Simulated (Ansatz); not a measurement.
NbSi2 (CrSi2 type, space group P6_222)

```xyz
9
Lattice="4.7675 0.0000 0.0000 -2.3837 4.1288 0.0000 0.0000 0.0000 6.5758" Properties=species:S:1:pos:R:3 pbc="T T T"
Nb     2.3837     0.0000     0.0000
Nb     1.1919     2.0644     2.1919
Nb    -1.1919     2.0644     4.3839
Si     0.0000     1.3183     0.0000
Si     3.6258     0.6591     2.1919
Si     1.2421     3.4696     4.3839
Si     2.3837     2.8105     0.0000
Si    -1.2421     3.4696     2.1919
Si     1.1417     0.6591     4.3839
```

The slice is a (-1 1 0 2) plane (indices of the conventional cell) through the point (0.160, 0.840, 0.333) (fractional), spanned by u = [110] and v = [1 -1 1] in vectors of this cell: u (4.77 Å) and v (10.56 Å, at 90° to u). It covers one period; positions are fractions (u, v).

Method: PBEsol (plane waves to 420 eV, PAW, scalar-relativistic; Ansatz, a program for electronic structure). k mesh 11×11×7. These are valence fields of a PAW run, semicore shells included where kept as valence: close to a nucleus they are smooth pseudo fields. NbSi2 is run without spin polarisation. NbSi2 was relaxed with its symmetry unable to fall.

Predict the map of the electron localisation function (ELF) on the slice.


```
|x5940110496|
|57621651388|
|12311442353|
|01452002541|
|25798424642|
|68559853323|
|79428820211|
|38768606982|
|16777319x96|
|15555318994|
|35445411420|
|44444334444|
|42343358997|
|32564465456|
|34898675x35|
|57667888887|
|684x3867886|
|79747842234|
|58889852112|
|44457984112|
|74115897326|
|96214898569|
|x3534786686|
|xx85222258x|
```
Scale: ten equal steps from 0.12 (start of '0') to 0.77 (end of '9'), in the order '0123456789'. Values: electron localisation function (ELF). The map has 11 points along u (one character each, u = 0 at the left) and 24 along v (v = 0 in the bottom row). Points within 0.5 Å of a nucleus are blanked (x), as the pseudised field means little there.
